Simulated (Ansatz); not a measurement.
Trial structure of Ge₂Sb₂O, not yet relaxed:

```cif
data_structure
_symmetry_space_group_name_H-M 'P4/mmm'
_symmetry_Int_Tables_number 123
_cell_length_a 3.6361
_cell_length_b 3.6361
_cell_length_c 8.5106
_cell_angle_alpha 90.000
_cell_angle_beta 90.000
_cell_angle_gamma 90.000
_cell_volume 112.52
loop_
_atom_site_label
_atom_site_type_symbol
_atom_site_symmetry_multiplicity
_atom_site_Wyckoff_symbol
_atom_site_fract_x
_atom_site_fract_y
_atom_site_fract_z
_atom_site_occupancy
Ge1 Ge 2 h 0.50000 0.50000 0.22368 1
Sb1 Sb 1 a 0.00000 0.00000 0.00000 1
Sb2 Sb 1 b 0.00000 0.00000 0.50000 1
O1 O 1 d 0.50000 0.50000 0.50000 1
```

Computed with Ansatz, DFT PBE, scalar-relativistic, plane waves, PAW. Plane waves to 420 eV, a k mesh through Γ of 6×6×2 on the computed 5-atom cell and Gaussian smearing (0.10 eV); no spin polarisation.

The zero of energy is the elements' standard structures at the same level (O₂ as a molecule); no fitted shifts are applied.

Question: How far from equilibrium is it?

Answer: The pressure is -4.2 GPa (the mean over three directions, positive in compression), the largest force is 0.13 eV/Å, and the energy is +0.17 eV/atom against the elements. The shortest distance is 2.35 Å.

Question: Is it a good guess?

Answer: A fair one: relaxing gains under 0.1 eV/atom (the start's value is from the coarse mesh, so the gain is rough) in 43 ionic steps and ends at +0.11 eV/atom on the finer mesh. The symmetry stays P4/mmm (No. 123). The volume per atom shrinks by 7.2 %, from 22.5 to 20.9 Å³. The shortest distance goes from 2.35 Å (Ge–O) to 2.41 Å (Sb–O). The ratio c/a of the conventional cell changes by a factor of 1.13. Conventional cell: a = 3.402 Å, c = 9.019 Å. Around Ge lie 1 O at 2.52 Å and 4 Sb at 3.12 Å; around Sb on its first site lie 8 Ge at 3.12 Å and 4 Sb at 3.40 Å; O has 4 Sb at 2.41 Å and 2 Ge at 2.52 Å; 1 more site not described.

The last run used a 12×12×4 mesh (in the run's order of axes) for its 5-atom cell and Gaussian smearing of 0.10 eV. These runs have no spin–orbit coupling, which can matter for Sb. The relaxation can't lower the symmetry of the start, and the grade says only how near the guess is to its own end. A structure relaxed within its symmetry needn't be a true minimum. Another cell of Ge2Sb2O relaxed alike, in P4/mmm, lies 287 meV/atom lower, so this cell isn't the stable form at this level.
